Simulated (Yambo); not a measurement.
Material: CsBr (CsCl type, space group Pm-3m, No. 221) under isotropic strain of -0.7 % on all lattice vectors; a = 4.2096 Å, b = 4.2096 Å, c = 4.2096 Å, α = 90.00°, β = 90.00°, γ = 90.00° (2 atoms in the cell). The PBEsol cell relaxed from Materials Project entry mp-22906 was given an isotropic strain of -0.7 % on all lattice vectors, and the atoms were relaxed again.

With PBEsol (pw.x of Quantum ESPRESSO, ONCV potentials, without SOC), the gap between the mesh's edge points (Γ → Γ) is 4.534 eV.

**Question.** What does a G0W0 run in Yambo give for it (4×4×4 Γ-centred k mesh, 177 bands and a 10 Ry block in the screening, 177 bands in G with the Bruneval-Gonze terminator, plasmon pole fitted at 27.2 eV)?

**Answer.** The correction is 2.339 eV, giving 6.873 eV, 1.5 times the PBEsol value.  Convergence of the G0W0 settings was not tested. Spin-orbit splittings are left out.
